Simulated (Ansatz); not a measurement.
One crystal and one scan (scan of one atom of the cell) at two levels, r2SCAN (plane waves to 500 eV, PAW, scalar-relativistic; Ansatz, a program for electronic structure) and PBE (plane waves to 420 eV, PAW, scalar-relativistic; Ansatz), each from its own relaxed cell and on its own mesh. The cell shown is that of r2SCAN.

Relaxed ZrB$_{2}$ (AlB2 type, space group P6/mmm):

```
CELL_PARAMETERS angstrom
      6.33540     0.00000     0.00000
     -1.58385     2.74331     0.00000
      0.00000     0.00000     3.55026
ATOMIC_POSITIONS crystal
  Zr 0.00000 0.00000 0.00000
  Zr 0.50000 0.00000 0.00000
  B  0.16667 0.66667 0.50000
  B  0.66667 0.66667 0.50000
  B  0.33333 0.33333 0.50000
  B  0.83333 0.33333 0.50000
```

In each cell atom 2 (Zr, nearest neighbour B at 2.549 Å; its periodic images, 3.2 Å or more away, move with it) moves by s·(0.577, 0.577, 0.577) (along Cartesian [111]), the rest being held.

The energy includes the smearing's −TS. ZrB2 is run without spin polarisation. ZrB2 was relaxed with its symmetry unable to fall. With partly filled bands, energies and forces of such displacements shift with the k mesh and the smearing. Percentages come from the unrounded values. Both scans cover s from -0.250 to 0.250 Å.

Results of r2SCAN:

| Property | Result |
|---|---|
| Lattice constant a (Å) | 3.168 |
| Lattice constant c (Å) | 3.550 |
| Energy at s = 0.250 Å (meV/cell) | 629 |
| Force along the line at s = -0.250 Å (eV/Å) | 5.167 |
| Force constant k = d²E/ds² at s = 0 (finite differences) (eV/Å²) | 19.56 |
| Symmetry of the curve | even: the same for both signs |
| Shape of the curve | a single well with its minimum at or next to zero displacement |

What does PBE give for the same quantities?


| quantity | PBE | r2SCAN − PBE |
|---|---|---|
| Lattice constant a (Å) | 3.171 | -0.003 (-0.1 %) |
| Lattice constant c (Å) | 3.541 | +0.009 (+0.3 %) |
| Energy at s = 0.250 Å (meV/cell) | 617 | +12 (+1.9 %) |
| Force along the line at s = -0.250 Å (eV/Å) | 5.072 | +0.095 (+1.9 %) |
| Force constant k = d²E/ds² at s = 0 (finite differences) (eV/Å²) | 19.17 | +0.39 (+2.0 %) |

r2SCAN gives the higher value for: lattice constant c; energy at s = 0.250 Å; force along the line at s = -0.250 Å; force constant k = d²E/ds² at s = 0. They agree on: lattice constant a (within 0.2 %). Both give the same symmetry of the curve: even: the same for both signs.

(A displaced cell: forces are minus the slopes of the energy, force constants its curvatures, and phonons follow from these.)
